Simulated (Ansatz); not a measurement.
N in its lowest state found on the top face of a (110) slab of AlNi (Pm-3m (No. 221)), 4 planes, outer planes AlNi (top) and AlNi (bottom); 1 a cell of 11.59 Å², its atoms last:

```
CELL_PARAMETERS angstrom
2.86217 0.00000 0.00000
0.00000 4.04771 0.00000
0.00000 0.00000 25.07157
ATOMIC_POSITIONS crystal
Al 0.00000 0.50000 0.33903
Ni 0.50000 0.00000 0.33903
Al 0.00000 0.00000 0.41975
Ni 0.50000 0.50000 0.41975
Al 0.00000 0.52604 0.49794
Ni 0.50000 0.02394 0.50261
Al 0.00000 0.99228 0.59692
Ni 0.50000 0.52768 0.57194
N 0.50000 0.21224 0.62137
```

The calculation used Ansatz 0.2.0, DFT PBEsol, scalar-relativistic, plane waves, PAW. Settings: cutoff 420 eV, Γ-centred mesh 10×7×1 on the computed 9-atom cell, Gaussian smearing of 0.10 eV; no spin polarisation. The cell repeats along c with a dipole correction in the vacuum.

The clean top face has a work function of 4.80 eV. Adsorption changes the slab's dipole along +c by Δp = -0.0697 e·Å a cell (-0.33 D an adsorbate).

Problem. What change of work function does the Helmholtz equation give?

Solution. A sheet of dipoles makes a step in an electron's potential energy of −e·Δp/(ε0·A), and e/ε0 = 180.95 eV·Å for Δp in e·Å: −180.95 × (-0.0697)/11.59 = +1.09 eV. This is the change of φ(top) − φ(bottom). If the bottom face is unmoved, φ(top) becomes 5.89 eV.

Problem. How does that compare with the calculation?

Solution. φ(top) changes by +1.10 eV and φ(bottom) by +0.01 eV, so their difference changes by +1.09 eV. The bottom face hardly moves.

Problem. What does the sign say about the electrons?

Solution. The change of dipole points into the surface (negative end outward), so the work function rises. Electrons gather on the vacuum side. Δp also holds the adsorbate's own dipole and the moves of the surface atoms, so it isn't a charge transfer alone.

Spin polarisation was left out, and a magnetic state may lie lower.